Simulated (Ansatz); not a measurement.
Data:

MgInGaO₄:
Space group R3m, hexagonal axes (No. 160); a = b = 3.3440 Å, c = 25.2982 Å, α = β = 90.00°, γ = 120.00°

```
atom  site  symmetry       x       y       z
----  ----  --------  ------  ------  ------
In      3a        3m  0.0000  0.0000  0.9980
Ga      3a        3m  0.0000  0.0000  0.2124
Mg      3a        3m  0.0000  0.0000  0.7845
O       3a        3m  0.0000  0.0000  0.1351
O       3a        3m  0.0000  0.0000  0.8760
O       3a        3m  0.0000  0.0000  0.2886
O       3a        3m  0.0000  0.0000  0.7055
```
(The calculation used a cell of 7 atoms; values per cell refer to that cell.)

This is the PBEsol-relaxed structure.

Problem. All from PBEsol (plane waves, PAW; program Ansatz), unless another level is named. Estimate the hole effective mass.

Solution. 1.3, 4.1, 15 mₑ (principal values).

Problem. Next, the smallest direct gap on the standard path?

Solution. 2.21 eV.

Problem. Predict the formation energy from the elements (no fitted shifts).

Solution. -2.03 eV/atom.

Problem. What about the conduction-band minimum?

Solution. at Γ.

A made-up cell: these elements were put on the sites of a structure type; neither database checked (COD, Materials Project) lists it. Its standing as an ambient phase is unchecked. Symmetry was held in the PBEsol relaxation; whether a distortion lowers the energy is not shown. The references are the lowest solids computed at this level, not always the standard phases (solids in place of the gases). Spin–orbit coupling is left out wherever it is not named.

Potentials: the earlier of the program's two PAW sets. The files were generated under PBE; for other functionals the program regenerates the frozen cores, and for LDA and PBEsol the local potential too.
